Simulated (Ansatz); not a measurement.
Data sheet: CuAu (DFT)

CuAu:
```
CELL_PARAMETERS angstrom
      1.39828     0.80730     4.15489
     -1.39828     0.80730     4.15489
      0.00000    -1.61459     4.15489
ATOMIC_POSITIONS crystal
  Cu 0.50000 0.50000 0.50000
  Au 0.00000 0.00000 0.00000
```

Space group R-3m (No. 166); conventional cell a = b = 2.7966 Å, c = 12.4647 Å, α = β = 90.00°, γ = 120.00°.

Method: plane-wave PAW LDA (Ansatz code). Geometry: relaxed at this level of theory. Other levels are named where they apply.

### Cell and energy

* **Volume per atom**: 14.07 Å³
* **Density**: 15.37 g/cm³
* **Formation energy from the elements (no fitted shifts)**: 0.033 eV/atom

### Electronic structure

- Electronic character = metallic (no gap)
- Density of states at the Fermi level = 0.31 states/eV per atom (mean over ±0.08 eV)

### Mechanics

- Bulk modulus (Birch–Murnaghan fit): 183 GPa
- Pressure derivative B′: 5.5
- Elastic constants (relaxed ions, GPa): C11 = 231, C12 = 162, C13 = 154, C14 = -28.0, C33 = 276, C44 = 56.8
- Mechanical stability: stable (all eigenvalues of C positive)
- Hill bulk and shear moduli: 186 and 38.3 GPa
- Young's modulus: 108 GPa
- Poisson's ratio: 0.40
- Debye temperature from the elastic constants: 220 K

### Phonons

- Highest zone-centre frequency: 231 cm⁻¹
- Zone-centre stability: no imaginary mode at Γ

The workflow started from a Materials Project entry (that database holds measured and hypothetical structures alike); the Crystallography Open Database copy checked does not list it. It is not the phase usual at ambient conditions (space group No. 123). Symmetry was held in the LDA relaxation. No spin polarisation was allowed. As this level gives no gap, shear constants depend on the k-mesh and smearing (Fermi–Dirac, 0.1 eV here). As this level gives no gap, phonon frequencies hold no LO–TO term and depend on the k-mesh and smearing (Fermi–Dirac, 0.1 eV here). Axis ratios of metals converge slowly with the k-mesh, so a and c are less sure than the volume. The references are the lowest solids computed at this level, not always the standard phases. Scalar-relativistic: spin–orbit coupling is off unless named, which matters more the heavier the elements.

Potentials: the later of the program's two PAW sets.
